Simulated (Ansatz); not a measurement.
Hf (hcp, Mg type)

```
Hf
1.0
    3.15898     0.00000     0.00000
   -1.57949     2.73576     0.00000
    0.00000     0.00000     4.99983
Hf
2
Direct
  0.33333   0.66667   0.75000
  0.66667   0.33333   0.25000
```

The volume is varied about the relaxed value V₀ at fixed cell shape. Symmetry pins the atoms to their sites.

Calculation: PBEsol (plane waves to 420 eV, PAW, scalar-relativistic; Ansatz, a program for electronic structure). k mesh 17×17×9 (Γ-centred), Fermi-Dirac smearing 0.05 eV. Stress and pressure are positive under compression. Hf is run without spin polarisation. Hf was relaxed with its symmetry unable to fall. Spin-orbit coupling is left out, though Hf is heavy. The PAW data are Ansatz's earlier set.

At one point of the scan the stress tensor (GPa) is:

```
    3.0      0.0      0.0
    0.0      3.0      0.0
    0.0      0.0      3.1
```

Task: Which point is it?
A. V/V₀ = 0.950
B. V/V₀ = 0.975
C. V/V₀ = 0.925
D. V/V₀ = 0.900

Result: B, V/V₀ = 0.975

(Under strain, the slope of the energy per volume gives the stress and its curvature an elastic modulus.)
